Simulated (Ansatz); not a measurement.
Starting cell, MgB2 (AlB2 type, space group P6/mmm):

```
MgB2
1.0
    3.07432     0.00000     0.00000
   -1.53716     2.66244     0.00000
    0.00000     0.00000     3.52754
Mg B
1 2
Direct
  0.00000   0.00000   0.00000
  0.33333   0.66667   0.50000
  0.66667   0.33333   0.50000
```

In each cell atom 3 (B, nearest neighbour B at 1.775 Å; its periodic images, 3.1 Å or more away, move with it) moves by s·(0.707, 0.707, 0.000) (along Cartesian [110]), the rest being held.

The numbers are results of PBE (plane waves to 420 eV, PAW, scalar-relativistic; Ansatz, a program for electronic structure), not measurements. k mesh 14×14×11 (Γ-centred), Fermi-Dirac smearing 0.05 eV. The energy includes the smearing's −TS. With partly filled bands, energies and forces of such displacements shift with the k mesh and the smearing. MgB2 was relaxed with its symmetry unable to fall. ΔE is measured from the undisplaced structure. The last digit holds for this mesh only.

```
s (Å)   ΔE (meV/cell)
------  -------------
-0.530         1360.9
-0.424          849.2
-0.318          452.3
-0.212       withheld
-0.106           37.7
0.000             0.0
0.106            48.6
0.212           268.9
0.318           765.9
0.424          1647.3
0.530          3090.2
```

### Question
Fit a polynomial form (powers 2, 3, 4) to the given rows and predict ΔE at s = -0.212.

### Answer
Least squares on the 10 given rows: ΔE = (4974)·s² + (5655)·s³ + (10560)·s⁴, in meV/cell with s in Å; root-mean-square residual 24.51 meV/cell. At -0.212 the fit gives 191.0 meV/cell; the calculation gives 180.4 meV/cell, so the interpolation is off by 10.6 (+5.9 %). The quadratic term alone would give 223.6 meV/cell.

(For displaced atoms, the force is minus the slope of the energy, and its curvature is a force constant, which sets phonon frequencies.)
